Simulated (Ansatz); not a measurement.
GaN (rock salt, space group No. 225) at seven volumes, PBEsol (plane waves, PAW; program Ansatz), scaled uniformly. One row is withheld.

| V (Å³/atom) | P (GPa) |
|---|---|
| 8.545 | 27.14 |
| 8.827 | 16.54 |
| 9.109 | 7.58 |
| 9.390 | 0.00 |
| 9.672 | ? |
| 9.954 | -11.82 |
| 10.236 | -16.39 |

Fit the shown pressures and predict the withheld one.

P = (3/2)B₀(x^(7/2) − x^(5/2))[1 + (3/4)(B′ − 4)(x − 1)] with x = (V₀/V)^(2/3). Least squares on the six rows gives V₀ = 9.391 Å³/atom, B₀ = 232 GPa, B′ = 4.58. At V = 9.672, x = 0.9805 and P = -6.39 GPa. The run itself gave -6.41 GPa.

Space group Fm-3m (rock salt). This is a known high-pressure phase of the composition, computed here at zero pressure and temperature. The PBEsol relaxation kept the symmetry of its start; whether a distortion lowers the energy is not shown.

Potentials: the later of the program's two PAW sets.
